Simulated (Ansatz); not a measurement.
A geometry of Ta away from equilibrium: step 3 of the relaxation of a randomly generated symmetric cell of Ta (space group No. 129). The numbers are results of PBEsol (plane waves to 420 eV, PAW, scalar-relativistic; Ansatz, a quantum-chemistry and plane-wave program), not measurements. Γ-centred k-mesh 10×10×10 on the run's cell (coarser than for final values), Fermi–Dirac smearing 0.05 eV. The plane waves were selected for a different cell earlier on the path.

```
CELL_PARAMETERS angstrom
      3.25619     0.00000     0.00000
      0.00000     3.25619     0.00000
      0.00000     0.00000     3.25662
ATOMIC_POSITIONS crystal
  Ta 0.50000 0.00000 0.73368
  Ta 0.00000 0.50000 0.26632
```

Task: What forces act on the atoms (eV/Å)?

Result: 
| atom | Fx | Fy | Fz |
|---|---|---|---|
| Ta1 | 0.00 | 0.00 | 1.08 |
| Ta2 | 0.00 | 0.00 | -1.08 |

The path ends in Im-3m (No. 229) (bcc (W type)). No spin polarisation in the result.

The run could not lose the symmetry of its start.
